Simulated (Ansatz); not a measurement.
# Data sheet: GeMo (DFT)

GeMo:
Space group Pm-3m (No. 221); a = b = c = 3.1062 Å, α = β = γ = 90.00°

| atom | site | symmetry | x | y | z |
|---|---|---|---|---|---|
| Mo | 1a | m-3m | 0.0000 | 0.0000 | 0.0000 |
| Ge | 1b | m-3m | 0.5000 | 0.5000 | 0.5000 |

Space group Pm-3m (No. 221), CsCl type; conventional cell a = b = c = 3.106 Å, α = β = γ = 90.00°.

Method: r²SCAN (plane waves, PAW; program Ansatz). Geometry: relaxed at this level of theory. Other levels are named where they apply.

**Cell and energy**

| Property | Result |
|---|---|
| Volume per atom | 14.99 Å³ |
| Density | 9.34 g/cm³ |
| Formation energy from the elements (no fitted shifts) | 0.20 eV/atom |

**Electronic structure**

| Quantity | Result |
|---|---|
| Electronic character | metallic (no gap) |
| Density of states at the Fermi level | 1.2 states/eV per atom (mean over ±0.08 eV) |
| Gap with spin–orbit coupling | none (metallic) |

**Mechanics**

| Item | Result |
|---|---|
| Bulk modulus (Birch–Murnaghan fit) | 200 GPa |
| Pressure derivative B′ | 4.8 |
| Elastic constants (relaxed ions, GPa) | C11 = 267, C12 = 171, C44 = 74.4 |
| Mechanical stability | stable (all eigenvalues of C positive) |
| Hill bulk and shear moduli | 203 and 62.3 GPa |
| Young's modulus | 170 GPa |
| Poisson's ratio | 0.36 |
| Debye temperature from the elastic constants | 351 K |

**Charges**

| Quantity | Value |
|---|---|
| Bader charges | Mo +0.37, Ge -0.37 e |

A made-up cell: these elements were put on the sites of a structure type; neither database checked (COD, Materials Project) lists it. Whether it is the stable phase at ambient conditions was not checked. Symmetry was held in the r²SCAN relaxation; whether a distortion lowers the energy is not shown. No spin polarisation was allowed. As this level gives no gap, shear constants depend on the k-mesh and smearing (Fermi–Dirac, 0.1 eV here). The references are the lowest solids computed at this level, not always the standard phases. Spin–orbit coupling is left out wherever it is not named.

Potentials: the earlier of the program's two PAW sets.
